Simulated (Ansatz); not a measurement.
SiO2 (alpha-quartz type, space group P3_121)

```yaml
crystal:
  lattice:
    - [5.02041, 0.00000, 0.00000]
    - [-2.51021, 4.34781, 0.00000]
    - [0.00000, 0.00000, 5.50900]
  atoms:
    - { symbol: Si, position: [0.47643, 0.00000, 0.33333] }
    - { symbol: Si, position: [0.00000, 0.47643, 0.66667] }
    - { symbol: Si, position: [0.52357, 0.52357, 0.00000] }
    - { symbol: O, position: [0.41444, 0.25595, 0.20559] }
    - { symbol: O, position: [0.74405, 0.15849, 0.53893] }
    - { symbol: O, position: [0.84151, 0.58556, 0.87226] }
    - { symbol: O, position: [0.15849, 0.74405, 0.46107] }
    - { symbol: O, position: [0.25595, 0.41444, 0.79441] }
    - { symbol: O, position: [0.58556, 0.84151, 0.12774] }
```

The slice is a (0001) plane (indices of the conventional cell) through the point (0.414, 0.256, 0.206) (fractional), spanned by u = [110] and v = [1 -1 0] in vectors of this cell: u (5.02 Å) and v (8.70 Å, at 90° to u). It covers one period; positions are fractions (u, v).

Level of theory: PBE (plane waves to 420 eV, PAW, scalar-relativistic; Ansatz, an electronic-structure program). k mesh 8×8×6. Inside the PAW spheres the values are not all-electron values, and peaks at nuclei hang on which shells count as valence. SiO2 was relaxed with its symmetry unable to fall. The PAW data are Ansatz's earlier set.

Predict the map of the electrostatic potential energy of an electron, from the cell's mean on the slice.


```tsv
v \ u	0.00	0.17	0.33	0.50	0.67	0.83
0.88	4.8	0.8	2.5	6.5	8.0	7.7
0.75	6.5	4.8	x	<0.0	5.9	6.9
0.62	7.3	3.6	<0.0	<0.0	4.4	6.8
0.50	7.1	7.2	3.7	x	1.1	4.4
0.38	6.5	8.0	7.7	4.8	0.8	2.5
0.25	<0.0	5.9	6.9	6.5	4.8	x
0.12	<0.0	4.4	6.8	7.3	3.6	<0.0
0.00	x	1.1	4.4	7.1	7.2	3.7
```

Values: electrostatic potential energy of an electron, from the cell's mean, in eV. Points within 0.7 Å of a nucleus are blanked (x), as the pseudised field means little there. Values under 0 eV are set to 0. The zero, the cell's mean, hangs on the PAW cores.
